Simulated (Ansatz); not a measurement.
BaTiO3:
```yaml
crystal:
  lattice:
    - [2.84007, 1.63971, 2.33145]
    - [-2.84007, 1.63971, 2.33145]
    - [0.00000, -3.27943, 2.33145]
  atoms:
    - { symbol: Ba, position: [0.00127, 0.00127, 0.00127] }
    - { symbol: Ti, position: [0.51474, 0.51474, 0.51474] }
    - { symbol: O, position: [0.48823, 0.97862, 0.48823] }
    - { symbol: O, position: [0.48823, 0.48823, 0.97862] }
    - { symbol: O, position: [0.97862, 0.48823, 0.48823] }
```

Relaxed with r²SCAN.

### Question
Map the electron localisation function on the plane through (0.001, 0.001, 0.001) spanned by u = [1, 0, 0] and v = [0, 1, 1] in lattice vectors, from r²SCAN in the plane-wave PAW code Ansatz.

### Answer
x is the fraction of u, y of v (the angle between them is 90°; rows are the nearest grid lines); atoms in the plane: Ba at (0.00, 0.00), Ti at (0.51, 0.51), O at (0.98, 0.49).
```
y \ x   0.000  0.100  0.200  0.250  0.350  0.450  0.550  0.650  0.750  0.800  0.900   1.00
------  -----  -----  -----  -----  -----  -----  -----  -----  -----  -----  -----  -----
1.00    0.000  0.188  0.878  0.865  0.294  0.014  0.015  0.314  0.866  0.876  0.185  0.000
0.931   0.159  0.638  0.881  0.822  0.156  0.016  0.016  0.169  0.825  0.881  0.641  0.159
0.862   0.868  0.876  0.758  0.460  0.043  0.036  0.036  0.044  0.485  0.768  0.878  0.868
0.759   0.193  0.139  0.047  0.036  0.060  0.077  0.075  0.056  0.037  0.050  0.129  0.193
0.690   0.210  0.125  0.048  0.038  0.043  0.064  0.068  0.039  0.055  0.103  0.216  0.210
0.621   0.796  0.698  0.207  0.054  0.187  0.574  0.631  0.294  0.116  0.431  0.775  0.796
0.552   0.718  0.828  0.450  0.094  0.651  0.396  0.241  0.637  0.202  0.633  0.789  0.718
0.448   0.510  0.822  0.593  0.146  0.500  0.569  0.508  0.537  0.281  0.719  0.708  0.510
0.379   0.828  0.790  0.434  0.123  0.070  0.386  0.456  0.118  0.263  0.629  0.819  0.828
0.310   0.429  0.287  0.087  0.044  0.034  0.040  0.039  0.033  0.093  0.206  0.405  0.429
0.241   0.135  0.101  0.040  0.028  0.040  0.055  0.053  0.038  0.032  0.046  0.101  0.135
0.138   0.868  0.873  0.739  0.426  0.039  0.034  0.033  0.042  0.472  0.759  0.874  0.868
0.0690  0.165  0.644  0.878  0.810  0.133  0.020  0.020  0.151  0.819  0.879  0.636  0.165
0.000   0.000  0.188  0.878  0.865  0.294  0.014  0.015  0.314  0.866  0.876  0.185  0.000
```

The density is the valence pseudo-density with augmentation charge, so density and ELF within about 1 Å of a nucleus are not all-electron values.

Space group R3m. This is a known low-temperature phase of the composition, computed here at zero pressure and temperature. The r²SCAN relaxation kept the symmetry of its start; its stability against distortions is not shown here. No spin polarisation was allowed. Scalar-relativistic: spin–orbit coupling is off unless named, which matters more the heavier the elements.

Potentials: the later of the program's two PAW sets.
